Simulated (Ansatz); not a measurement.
Relaxed-ion elastic tensor of Na (simple cubic, Pm-3m) in GPa (Voigt order), plane-wave PAW r²SCAN (Ansatz code); density 0.96 g/cm³, 39.87 Å³ per atom.

```tsv
	1	2	3	4	5	6
1	22.8	-2.0	-2.0	0.0	0.0	0.0
2	-2.0	22.8	-2.0	0.0	0.0	0.0
3	-2.0	-2.0	22.8	0.0	0.0	0.0
4	0.0	0.0	0.0	-3.2	0.0	0.0
5	0.0	0.0	0.0	0.0	-3.2	0.0
6	0.0	0.0	0.0	0.0	0.0	-3.2
```

**Question.** Is the crystal mechanically stable?

**Answer.** No: the smallest eigenvalue of C is -3.2 GPa.

The cell is a constructed one: a structure type filled with these elements; neither database checked (COD, Materials Project) lists it. It is not the phase usual at ambient conditions (space group No. 229). The r²SCAN relaxation kept the symmetry of its start. At this level the phase is dynamically unstable (imaginary phonons). As this level gives no gap, shear constants depend on the k-mesh and smearing (Fermi–Dirac, 0.1 eV here).

Potentials: the later of the program's two PAW sets.
